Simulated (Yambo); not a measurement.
Yambo run on LiC (space group Immm, No. 71) under isotropic strain of -0.7 % on all lattice vectors. The wavefunctions come from this Quantum ESPRESSO step (PBEsol, PseudoDojo standard norm-conserving files, scalar-relativistic):

```
&CONTROL
  calculation = 'nscf'
  pseudo_dir = './pseudo'
  outdir = './out'
/
&SYSTEM
  ibrav = 0
  nat = 4
  ntyp = 2
  ecutwfc = 82.0
  ecutrho = 328.0
  occupations = 'fixed'
  force_symmorphic = .true.
  nbnd = 83
/
&ELECTRONS
  conv_thr = 4e-09
  diago_full_acc = .true.
  diago_thr_init = 1e-08
/
ATOMIC_SPECIES
Li 6.9400 Li.upf
C 12.0110 C.upf
CELL_PARAMETERS angstrom
 -1.774452157457   2.386582738631   2.633336098907
  1.774452157457  -2.386582738631   2.633336098907
  1.774452157457   2.386582738631  -2.633336098907
ATOMIC_POSITIONS crystal
Li   0.738573605100   0.238573605100   0.500000000000
Li   0.261426394900   0.761426394900   0.500000000000
C   0.868227571700   0.000000000000   0.868227571700
C   0.131772428300   0.000000000000   0.131772428300
K_POINTS automatic
6 6 6 0 0 0
```

Yambo input:

```
rim_cut
gw0
dyson
el_el_corr
HF_and_locXC
ppa
em1d
RandQpts= 1000000
RandGvec= 1 Ry
EXXRLvcs= 82 Ry
VXCRLvcs= 328 Ry
Chimod= "HARTREE"
% BndsRnXp
 3 | 82 |
%
NGsBlkXp= 8 Ry
% LongDrXp
 1.0 | 1.0 | 1.0 |
%
PPAPntXp= 27.2114 eV
% GbndRnge
 1 | 82 |
%
GTermKind= "BG"
DysSolver= "n"
ExtendOut
% QPkrange
 1 | 1 | 7 | 8 |
 17 | 17 | 7 | 8 |
 22 | 22 | 7 | 8 |
%
```

k points by index: 1 = Γ, 17 = (0, -0.5, 0), 22 = (0.167, 0.167, 0.333).

Table of the .qp output:

```
#    K-point    Band    Eo [eV]    E [eV]    E-Eo [eV]    Vxc [eV]    Vnlxc [eV]    Sc|Eo [eV]    Sc|E [eV]    dSc/dw|Eo [eV]    Re(Z)    Im(Z)
#
    1    7    -0.225125    -1.433945    -1.208820    -14.01530    -17.00081    1.452984    1.776690    -7.286255    0.788788    -0.001329
    1    8    3.149179    4.262368    1.113189    -10.80724    -6.486334    -2.948538    -3.207714    -6.334822    0.811159    -0.001366
    17    7    -0.818206    -2.113653    -1.295447    -13.74223    -18.50156    3.067086    3.463882    -8.317730    0.765694    -0.012229
    17    8    3.353588    4.439999    1.086411    -10.62960    -6.240659    -3.050495    -3.302526    -6.311984    0.811712    -0.001369
    22    7    0.000000    -1.161420    -1.161420    -14.22695    -18.54745    2.822000    3.159085    -7.896550    0.775074    -0.001681
    22    8    3.886168    4.790300    0.904131    -10.90030    -6.607779    -3.175814    -3.388393    -6.397130    0.809655    -0.001392
```
(The two width columns are left out.) Convergence of these settings isn't established.

Geometry strained from the cell relaxed with PBEsol, atoms relaxed again.
